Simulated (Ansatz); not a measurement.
Lu (hcp (Mg type), space group No. 194) is relaxed with the program Ansatz at the PBE level (PAW). What lattice parameters of the conventional cell result?

a = 3.507 Å, c = 5.459 Å.

Space group P6_3/mmc (hcp (Mg type)). Symmetry was held in the PBE relaxation. Axis ratios of metals converge slowly with the k-mesh, so a and c are less sure than the volume. Scalar-relativistic: spin–orbit coupling is off unless named, which matters more the heavier the elements.

Potentials: the earlier of the program's two PAW sets.
